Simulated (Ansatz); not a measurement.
AlN (wurtzite)

```
AlN
1.0
    3.10673     0.00000     0.00000
   -1.55337     2.69051     0.00000
    0.00000     0.00000     4.97852
Al N
2 2
Direct
  0.66667   0.33333   0.00341
  0.33333   0.66667   0.50341
  0.66667   0.33333   0.62179
  0.33333   0.66667   0.12179
```

The slice is a (1 -1 0 0) plane (indices of the conventional cell) through the point (0.667, 0.333, 0.622) (fractional), spanned by u = [110] and v = [001] in vectors of this cell: u (3.11 Å) and v (4.98 Å, at 90° to u). It covers one period; positions are fractions (u, v).

Level of theory: r2SCAN (plane waves to 500 eV, PAW, scalar-relativistic; Ansatz, a first-principles code). k mesh 12×12×7. Near the nuclei the fields are pseudised (PAW); where an atom keeps semicore shells as valence, they peak there. AlN was relaxed with its symmetry unable to fall.

Three fields on this plane, each scaled to ten steps between its own extremes (0 low, 9 high; the total valence density on a logarithmic scale, the potential cut 8 eV below its top; x marks points blanked near nuclei; v = 0 in the bottom row):

Map A
```
|xxxxxx985212589xxxxx|
|xxxxx99851015899xxxx|
|xxxxx99741014799xxxx|
|xxxx9886310136889xxx|
|xx88876420002467888x|
|77776542100012456777|
|55543211000001123455|
|22211100111110011122|
|00000001122211000000|
|00000012344432100000|
|00000123455543210000|
|00001245666665421000|
|00012456677766542100|
|00024567777777654200|
|xx02467788888776420x|
|xxxx4788888888874xxx|
|xxxxx78888888887xxxx|
|xxxxx68888888886xxxx|
|xxxxxx788888887xxxxx|
|xxxxxx677777776xxxxx|
|xxxxxx456666654xxxxx|
|xxxxx12344444321xxxx|
|xxxxx01112221110xxxx|
|xxx321100000001123xx|
|99875310000000135789|
|99987531000001357899|
|xx99875210001257899x|
|xxxx8764100014678xxx|
|xxxxx87520002578xxxx|
|xxxxx88631013688xxxx|
|xxxxxx874101478xxxxx|
|xxxxxx974111479xxxxx|
```

Map B
```
|xxxxxx111222111xxxxx|
|xxxxx21123332112xxxx|
|xxxxx22344544322xxxx|
|xxxx2234567654322xxx|
|xx11124578987542111x|
|00012356899986532100|
|00012457899987542100|
|01123456788876543211|
|12223455677765543222|
|22233444555554443322|
|33333333333333333333|
|33333222222222223333|
|43332211111111122333|
|33322110000000112233|
|xx22110000000001122x|
|xxxx1100000000011xxx|
|xxxxx11000000011xxxx|
|xxxxx11111111111xxxx|
|xxxxxx222222222xxxxx|
|xxxxxx433333334xxxxx|
|xxxxxx555444555xxxxx|
|xxxxx56655555665xxxx|
|xxxxx66666666666xxxx|
|xxx345666666666543xx|
|01124455666665544211|
|11123344555554433211|
|xx22223344444332222x|
|xxxx2222333332222xxx|
|xxxxx11122222111xxxx|
|xxxxx11111211111xxxx|
|xxxxxx001111100xxxxx|
|xxxxxx001111100xxxxx|
```

Map C
```
|xxxxxx321000123xxxxx|
|xxxxx53210001235xxxx|
|xxxxx43110001134xxxx|
|xxxx5321000001235xxx|
|xx75321100000112357x|
|55432110000000112345|
|22211000000000001122|
|11100000000000000011|
|00000000000000000000|
|00000000011100000000|
|00000000111110000000|
|00000001111111000000|
|00000011122211100000|
|00000111222221110000|
|xx00111222222211100x|
|xxxx1122223222211xxx|
|xxxxx12223332221xxxx|
|xxxxx12223332221xxxx|
|xxxxxx122222221xxxxx|
|xxxxxx112222211xxxxx|
|xxxxxx111111111xxxxx|
|xxxxx00001110000xxxx|
|xxxxx00000000000xxxx|
|xxx110000000000011xx|
|55432100000000012345|
|98643100000000013468|
|xx96421000000012469x|
|xxxx5310000000135xxx|
|xxxxx42100000124xxxx|
|xxxxx42100000124xxxx|
|xxxxxx210000012xxxxx|
|xxxxxx311000113xxxxx|
```

Task: Assign the maps to these fields: density of the lowest conduction band (whole band as if filled, smooth part); density of the highest valence band (whole band, smooth part); electron localisation function (ELF).

Result: A is the electron localisation function (ELF); B is the density of the lowest conduction band (whole band as if filled, smooth part); C is the density of the highest valence band (whole band, smooth part).
